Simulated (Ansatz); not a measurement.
# Kick test of a cell of Zn4SeS3

The cell was found from a structure generator's guess, not taken from experiment.

Computed with Ansatz 0.2.0, DFT PBE, scalar-relativistic, plane waves, PAW. Plane waves to 420 eV, a k mesh through Γ of 8×8×4 on the computed 8-atom cell and Gaussian smearing (0.02 eV); no spin polarisation.

The cell below (8 atoms, space group P-4m2 (No. 115)) is relaxed within its symmetry.

```xyz
8
Lattice="3.9006 0.0000 0.0000 0.0000 3.9006 0.0000 0.0000 0.0000 11.0276" Properties=species:S:1:pos:R:3 pbc="T T T"
Zn    1.9503    0.0000    9.6880
Zn    0.0000    1.9503    1.3396
Zn    1.9503    0.0000    4.0237
Zn    0.0000    1.9503    7.0039
Se    0.0000    0.0000    5.5138
S     0.0000    0.0000    0.0000
S     1.9503    1.9503    2.6817
S     1.9503    1.9503    8.3459
```

For the test it was strained at random (σ = 1.5 % a component), the atoms were moved at random (σ = 0.15 Å), and all was relaxed again on a coarse 4×4×2 mesh (in the run’s order of axes) with 0.10 eV smearing, with no symmetry imposed.

Problem. What happens?

Solution. It returns, within 1 meV/atom of the unmoved cell on that mesh and with the same symmetry when read at 0.1 Å. So it is stable against the distortions that fit this cell and that this random move excites. Modes that don't fit the cell aren't tested.
